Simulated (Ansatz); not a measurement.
Relaxed structure of H on the (110) surface of HfO2, one molecule per 36.4 Å² (the molecule's atoms stand last):

```xyz
25
Lattice="7.1741 0.0000 0.0000 0.0000 5.0729 0.0000 0.0000 0.0000 23.3806" Properties=species:S:1:pos:R:3 pbc="T T T"
Hf    1.7935    2.5364    8.0000
Hf    5.3806    2.5364    8.0000
O     3.5871    3.8047    8.0000
O     0.0000    3.8047    8.0000
O     3.5871    1.2682    8.0000
O     0.0000    1.2682    8.0000
Hf    3.5871    0.0000    9.7935
Hf    0.0000    0.0000    9.7935
O     5.3806    1.2682    9.7935
O     1.7935    1.2682    9.7935
O     5.3806    3.8047    9.7935
O     1.7935    3.8047    9.7935
Hf    5.3810    2.5364   11.7837
Hf    1.7932    2.5364   11.7837
O     0.0000    3.7944   11.6267
O     3.5871    3.7926   11.6187
O     0.0000    1.2785   11.6267
O     3.5871    1.2803   11.6187
Hf    0.0000    0.0000   13.2085
Hf    3.5871    0.0000   13.1958
O     1.7976    1.2203   13.4448
O     5.3766    1.2203   13.4448
O     1.7976    3.8526   13.4448
O     5.3766    3.8526   13.4448
H     7.1741    2.5364   14.9510
```

These are results of DFT PBE+D3(BJ), scalar-relativistic, plane waves, PAW (Ansatz 0.2.0), not measurements. Plane waves to 420 eV, a k mesh through Γ of 2×3×1 on the computed 25-atom cell and Gaussian smearing (0.05 eV); collinear spin. The cell repeats along c with a dipole correction in the vacuum.

The slab and the molecular layer are also computed alone at these places.

Task: How does the adsorption energy per molecule split into interaction and deformation?

Result: E_ads = -0.110 eV: interaction of the rigid parts -0.113 eV, deformation of the slab +0.004 eV, deformation of the molecule with its lateral interactions -0.001 eV.

Task: How much charge moves across the plane at z = 14.20 Å, midway between slab and molecule?

Result: About 0.02 electrons a cell move up to the molecule; half the integral of |Δρ| is 0.05 e.

The reference crystal is the fluorite-type form of HfO2, which isn't its usual structure.